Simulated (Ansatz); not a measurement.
MgO:
```yaml
crystal:
  lattice:
    - [3.29028, 0.00000, 0.00000]
    - [-1.64514, 2.84947, 0.00000]
    - [0.00000, 0.00000, 5.03784]
  atoms:
    - { symbol: Mg, position: [0.33333, 0.66667, 0.00494] }
    - { symbol: Mg, position: [0.66667, 0.33333, 0.50494] }
    - { symbol: O, position: [0.33333, 0.66667, 0.39966] }
    - { symbol: O, position: [0.66667, 0.33333, 0.89966] }
```

Relaxed with r²SCAN. Independent-particle spectrum: no excitons, no local fields, no scissors shift; 0.1 eV broadening; ε₁ of the summed bands alone.

Question: Tabulate the dielectric function from r²SCAN in the plane-wave PAW code Ansatz.

Answer: 

```tsv
E (eV)	ε₁ xx	ε₂ xx	ε₁ zz	ε₂ zz
0.0	2.65	0.00	2.70	0.00
0.3	2.65	0.00	2.70	0.00
0.6	2.65	0.00	2.71	0.00
0.9	2.66	0.00	2.72	0.00
1.2	2.67	0.00	2.73	0.00
1.5	2.69	0.00	2.75	0.00
1.8	2.71	0.00	2.77	0.00
2.1	2.74	0.00	2.81	0.00
2.4	2.77	0.00	2.84	0.00
2.7	2.81	0.00	2.89	0.00
3.0	2.85	0.00	2.94	0.00
3.3	2.91	0.00	3.02	0.00
3.6	2.98	0.00	3.12	0.00
3.9	3.08	0.00	3.26	0.00
4.2	3.22	0.00	3.61	0.09
4.5	3.51	0.03	3.63	0.54
4.8	3.67	0.49	3.51	0.73
5.1	3.56	0.72	3.42	0.85
5.4	3.48	0.86	3.36	0.93
5.7	3.41	0.96	3.31	1.00
6.0	3.36	1.04	3.28	1.06
6.3	3.33	1.12	3.27	1.11
6.6	3.31	1.19	3.27	1.17
6.9	3.31	1.26	3.29	1.24
7.2	3.32	1.35	3.34	1.32
7.5	3.36	1.45	3.41	1.44
7.8	3.42	1.59	3.51	1.59
8.1	3.51	1.78	3.66	1.85
8.4	3.65	2.10	3.90	2.37
8.7	3.78	2.88	3.08	3.79
9.0	2.52	3.42	1.92	3.19
9.3	2.06	3.09	1.61	2.57
9.6	1.82	2.94	1.71	2.11
9.9	1.32	2.90	2.06	1.90
10.2	1.05	2.23	2.18	2.68
10.5	1.25	1.85	1.39	1.70
10.8	1.51	1.78	2.87	1.37
11.1	2.01	1.79	4.16	3.45
11.4	1.53	2.40	-0.25	5.88
11.7	1.39	2.26	-0.80	2.35
12.0	1.35	2.21	0.29	1.48
```

Question: From ε at 6.2 eV (xx: 3.33 + 1.09i), find n, k, the normal reflectivity and the absorption coefficient.

Answer: n = 1.85, k = 0.294, R = 10 %, α = 2kE/ħc = 180000 cm⁻¹.

With all bands, ε∞ without local fields is 2.79 (xx = yy), 2.85 (zz). DFPT, with local fields, gives 2.79 (xx = yy), 2.87 (zz).

Space group P6_3mc (wurtzite). The first step of the workflow began from a Materials Project structure, measured or hypothetical; the Crystallography Open Database copy checked does not list it. It is not the phase usual at ambient conditions (space group No. 225). The cell was relaxed with r²SCAN under the symmetry of its start; its stability against distortions is not shown here.

Potentials: the earlier of the program's two PAW sets.
